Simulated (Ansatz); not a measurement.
Input:

Ce (fcc, Cu type)

Space group Fm-3m (No. 225); a = 4.732 Å, b = 4.732 Å, c = 4.732 Å, α = 90.00°, β = 90.00°, γ = 90.00°

```
atom  site  symmetry       x       y       z
----  ----  --------  ------  ------  ------
Ce      4a      m-3m  0.0000  0.0000  0.0000
```
(The calculation used a cell of 1 atom; values per cell refer to that cell.)

The volume is varied about the relaxed value V₀ at fixed cell shape. Symmetry pins the atoms to their sites.

Calculation: PBE (plane waves to 420 eV, PAW, scalar-relativistic; Ansatz, a program for electronic structure). k mesh 17×17×17 (Γ-centred), Fermi-Dirac smearing 0.05 eV. The energy includes the smearing's −TS. Compression counts positive. Ce is run without spin polarisation. Ce was relaxed with its symmetry unable to fall. The PAW data are Ansatz's earlier set. The relaxed volume of Ce is well below the measured one. The f-shell state is unchecked: a lower one may exist. ΔE is measured from the relaxed starting cell.

The scan covers V/V₀ from 0.940 to 1.060 in 13 points.

Task: What pressure does the cell carry at V/V₀ = 0.940?

Result: 2.8 GPa.

Task: What is ΔE at V/V₀ = 0.940?

Result: 13 meV/atom.

Task: What is ΔE at V/V₀ = 1.060?

Result: 10 meV/atom.

(A scan under strain: stresses follow from slopes of the energy per volume, elastic moduli from its curvatures.)
